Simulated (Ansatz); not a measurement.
Hf₂Nb₃Ge₄:
```xyz
36
Lattice="6.8014 0.0000 0.0000 0.0000 13.1953 0.0000 0.0000 0.0000 6.9414" Properties=species:S:1:pos:R:3 pbc="T T T"
Hf     3.3229     5.3953     4.6860
Hf     3.4785     7.7999     2.2555
Hf     0.0778     7.7999     1.2153
Hf     6.7236     5.3953     5.7262
Hf     6.7236     1.2023     5.7262
Hf     0.0778    11.9930     1.2153
Hf     3.4785    11.9930     2.2555
Hf     3.3229     1.2023     4.6860
Nb     4.4799     4.9566     1.1511
Nb     2.3215     8.2387     5.7903
Nb     5.7222     8.2387     4.6218
Nb     1.0792     4.9566     2.3196
Nb     1.0792     1.6411     2.3196
Nb     5.7222    11.5542     4.6218
Nb     2.3215    11.5542     5.7903
Nb     4.4799     1.6411     1.1511
Nb     5.6795     3.2988     3.4204
Nb     1.1219     9.8964     3.5210
Nb     4.5226     9.8964     6.8911
Nb     2.2788     3.2988     0.0503
Ge     4.6482     7.1256     6.6724
Ge     2.1532     6.0696     0.2690
Ge     5.5540     6.0696     3.2017
Ge     1.2475     7.1256     3.7398
Ge     1.2475    12.6672     3.7398
Ge     5.5540     0.5280     3.2017
Ge     2.1532     0.5280     0.2690
Ge     4.6482    12.6672     6.6724
Ge     3.1325     3.2988     2.6941
Ge     3.6689     9.8964     4.2473
Ge     0.2682     9.8964     6.1648
Ge     6.5332     3.2988     0.7766
Ge     4.7162     3.2988     5.8974
Ge     2.0853     9.8964     1.0441
Ge     5.4860     9.8964     2.4267
Ge     1.3155     3.2988     4.5148
```

Relaxed with r²SCAN. Special points in fractions of this cell's reciprocal vectors: Γ (0.000, 0.000, 0.000); X (0.500, 0.000, 0.000); S (0.500, 0.500, 0.000); Y (0.000, 0.500, 0.000); Z (0.000, 0.000, 0.500); U (0.500, 0.000, 0.500); R (0.500, 0.500, 0.500); T (0.000, 0.500, 0.500).

### Question
List the band energies nearest the Fermi level at these points for DFT-r²SCAN in the program Ansatz with PAW potentials.

### Answer
In eV from the Fermi level; about four levels below and three above (degenerate sets whole), none deeper than 8.9 eV; points with the same levels are listed once.

```json
[
 {"k": "Γ", "below": "-0.34 -0.34 -0.07 -0.02", "above": "0.00 0.07 0.25"},
 {"k": "X", "below": "-0.82 -0.82 -0.07 -0.07", "above": "0.27 0.27 0.69 0.69"},
 {"k": "S", "below": "-0.82 -0.82 -0.82 -0.82", "above": "0.10 0.10 0.10 0.10"},
 {"k": "Y", "below": "-0.32 -0.32 -0.21 -0.21", "above": "0.27 0.27 0.35 0.35"},
 {"k": "Z", "below": "-0.77 -0.77 -0.34 -0.34", "above": "0.15 0.15 0.45 0.45"},
 {"k": "U", "below": "-0.98 -0.98 -0.83 -0.83", "above": "0.11 0.11 0.13 0.13"},
 {"k": "R", "below": "-0.89 -0.89 -0.89 -0.89", "above": "0.23 0.23 0.23 0.23"},
 {"k": "T", "below": "-1.15 -1.15 -0.69 -0.69", "above": "0.14 0.14 0.24 0.24"}
]
```

Space group Pnma. The first step of the workflow began from a Materials Project structure, measured or hypothetical; the Crystallography Open Database copy checked does not list it. Whether it is the stable phase at ambient conditions was not checked. Symmetry was held in the r²SCAN relaxation; its stability against distortions is not shown here. No spin polarisation was allowed. Scalar-relativistic: spin–orbit coupling is off unless named, which matters more the heavier the elements.

Potentials: the later of the program's two PAW sets.
